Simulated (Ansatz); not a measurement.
Sb (Pm-3m), clamped-ion strain scan

Computed with DFT PBEsol, scalar-relativistic, plane waves, PAW (Ansatz 0.2.0). Cutoff 420 eV, Γ-centred 16×16×16 k-points, Gaussian smearing of 0.15 eV. No spin polarisation. Energies are free energies at this smearing, counted from the undisturbed cell; pressure is positive in compression.

Reference structure (as given, not relaxed at this level; it stands at -4.9 GPa; this simple cubic form isn't the usual structure):

```
Sb
1.0
     3.16000    0.00000    0.00000
     0.00000    3.16000    0.00000
     0.00000    0.00000    3.16000
Sb
1
Direct
  0.00000 0.00000 0.00000
```

The cell is strained by ε times the Voigt pattern (0, 1, 0, 0, 0, 0) (xx, yy, zz, yz, xz, xy; engineering shear) with fractional coordinates fixed. The cell is metallic on the mesh throughout.

```tsv
ε	ΔE (meV/atom)	stress summed along the pattern (GPa, tension positive)
-0.1500	275.4	-34.60
-0.1125	85.3	-17.98
-0.0750	-3.0	-6.65
-0.0375	-21.8	0.80
0.0000	0.0	4.90
0.0375	47.5	7.72
0.0750	111.1	9.41
0.1125	184.7	10.32
0.1312	222.9	10.39
0.1500	261.2	10.30
```